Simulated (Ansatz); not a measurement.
An Ansatz input:

```yaml
crystal:
  lattice:
    - [1.3883251943, -4.1493124123, 0.0239009892]
    - [1.3883251943, 4.1493124123, 0.0239009892]
    - [-0.0603544275, 0.0, 3.3892877594]
  atoms:
    - { symbol: Ga, position: [0.867075971, 0.132924029, 0.25] }
    - { symbol: Ga, position: [0.132924029, 0.867075971, 0.75] }
hamiltonian:
  xc: r2scan
  pseudopotentials:
    kind: paw
    azcp:
      Ga: "pseudopotentials/Ga.paw.azcp"
basis:
  ecutwfc: 500
  fft_grid_basis: typed
kpoints:
  mp_grid: { grid: [14, 14, 11], shift: [0, 0, 0] }
magnetization:
  spin_polarized: false
scf:
  occupations: { method: fermi_dirac, width: 0.1 }
  lower_state_search: "off"
output:
  stress: true
```

Output

```
Engine: ansatz 0.2.0, x86_64-unknown-linux-gnu
Pseudopotentials: kind: paw
Pseudopotential: Ga, paw, valence charge 13, recommended cutoff 500 eV (meta_gga) 
Functional definition: r2SCAN
  parameter k0 = 0.174
  parameter k1 = 0.065
  parameter a1 = 4.9479
  exchange = r2scan_x(k0 = k0, k1 = k1, a1 = a1)
  correlation = r2scan_c
Crystal: 2 atoms, lattice volume = 39.061 Å³
Basis set: ecut = 500 eV, 959 PW (Γ), exchange–correlation on 128×128×100 points (64 copies of the dense FFT grid, shifted against one another)
Bands: 17, of which v1, the nominal top of the filled ones, is band 13 counted from 1 (12 counted from 0)
Symmetry: 4 space group operations
Space group: C2/c (ITA 15), of the structure as read, at distance tolerance 3.4e-5 Å
k-points: 582 of 2156
Non-local potential: Ga, projectors of the file, l = 0: 2, l = 1: 2, l = 2: 3, l = 3: 1
PAW form: soft (Blöchl's): semilocal exchange-correlation on the pseudo side does not see the compensation charge
PAW frozen core: Ga, regenerated for the run's functional (the file was generated under x = pbe(κ = 0.804, μ = 0.2195149727645171), c = pbe(β = 0.06672455060314922))
PAW one-centre angular grid: Ga, 590 points (default); XC on 160 Gauss nodes
Initial density: superposition of atomic densities (neutral atoms: chi_scale 0, normalization atom), corrected by the library's trained network
Initial wavefunctions: pseudopotential atomic-orbital guess
Functional: x = r2scan, c = r2scan; τ floored in thin density (d = 2e-4 eV/Å³)
SCF iter   1: F=-7580.325565 eV  HF=-7580.330296 eV  |F-HF|=4.73e-3  |Δ(HF+E_count)|=         —  Δρ=1.07e-2  dr2=1.76e-2  dr2_τ=1.03e-3  ethr=1.77e-3  ⟨swp⟩=5.0  Hψ=48117  notcnv=0
SCF iter   2: F=-7580.342178 eV  HF=-7580.342408 eV  |F-HF|=2.30e-4  |Δ(HF+E_count)|=   1.21e-2  Δρ=3.37e-3  dr2=2.39e-3  dr2_τ=4.73e-5  ethr=6.77e-5  ⟨swp⟩=2.0  Hψ=26763  notcnv=0  defer=9
SCF iter   3: F=-7580.342533 eV  HF=-7580.342660 eV  |F-HF|=1.27e-4  |Δ(HF+E_count)|=   2.52e-4  Δρ=2.51e-3  dr2=1.39e-3  dr2_τ=6.50e-6  ethr=9.21e-6  ⟨swp⟩=2.0  Hψ=19772  notcnv=0  defer=9
SCF iter   4: F=-7580.342774 eV  HF=-7580.342726 eV  |F-HF|=4.79e-5  |Δ(HF+E_count)|=   6.56e-5  Δρ=4.19e-4  dr2=6.00e-5  dr2_τ=3.21e-7  ethr=5.36e-6  ⟨swp⟩=2.0  Hψ=14032  notcnv=0  defer=9
SCF iter   5: F=-7580.342787 eV  HF=-7580.342779 eV  |F-HF|=7.30e-6  |Δ(HF+E_count)|=   5.35e-5  Δρ=1.54e-4  dr2=1.02e-5  dr2_τ=5.80e-8  ethr=2.31e-7  ⟨swp⟩=2.4  Hψ=17495  notcnv=0  defer=9
SCF iter   6: F=-7580.342788 eV  HF=-7580.342788 eV  |F-HF|=2.15e-7  |Δ(HF+E_count)|=   8.70e-6  Δρ=2.50e-5  dr2=2.16e-7  dr2_τ=5.52e-9  ethr=3.91e-8  ⟨swp⟩=2.0  Hψ=11927  notcnv=0  defer=9
SCF iter   7: F=-7580.342788 eV  HF=-7580.342788 eV  |F-HF|=1.07e-8  |Δ(HF+E_count)|=   2.88e-7  Δρ=8.69e-6  dr2=4.64e-8  dr2_τ=1.67e-10  ethr=3.85e-10  ⟨swp⟩=4.1  Hψ=35212  notcnv=0
SCF 1 converged in 7 iterations: F = -7580.342788 eV  dr2 = 4.64e-8
SCF converged after 7 iterations
Free energy (F): -7580.342788 eV
Harris-Foulkes:  -7580.342788 eV  (|F-HF|=1.07e-8)
Internal energy: -7580.318719 eV  (E = F + TS)
E sigma→0 (E₀):  -7580.330754 eV
Entropy (-TS):   -0.024070 eV (-12.035 meV/atom)
Fermi energy:    9.167132 eV
--- Per-component energies (eV) ---
  E_band       = -98.778630
  E_kinetic    = 227.782591
  E_local      = -3667.499146  (includes V_loc(G=0)·N_el)
  E_nonlocal   = 848.791667
  E_hartree    = 1721.758069
  E_xc         = -124.320828
  E_vxc        = -118.787882  (∫ρ·V_xc dr)
  E_paw        = -4001.540591  (= ΣΔE_a)
  E_vpaw       = -839.180632  (= ΣTr[D̂ρ^β])
  E_aug_tail   = -0.000083  (compensation charges beyond the density's cutoff)
  E_vtau       = 6.605968  (kinetic-family band-sum trace: ∫τ·v_τ [+ j·A + Jᵃ·Aᵃ] dr)
  E_ewald      = -2583.984258
  E_core_change = -1.306140  (= ΣΔE_core)
  E_smearing   = -0.024070  (= −TS)
  E_closure    = -0.000000  (closes the sum)
  Σ components = -7580.342788   (vs F -7580.342788, Δ=0.00e0)
--- Stress (GPa, compression-positive) ---
       -3.279752       0.000000       0.000648
        0.000000      -4.796812       0.000000
        0.000648       0.000000      -3.183558
  P = ⅓ Tr σ = -3.7534 GPa (-37.534 kbar)
```

Command:

```sh
ansatz run input.yaml --threads 1 --pin off --max-ram 3584MiB --backend cpu --events-out ev --progress --plain --runs-dir out
```

On 1 thread of Intel(R) Xeon(R) Platinum 8259CL CPU @ 2.50GHz (Skylake/Cascade Lake) (shared host) this took about 58 s of wall time and 57 s of CPU time.
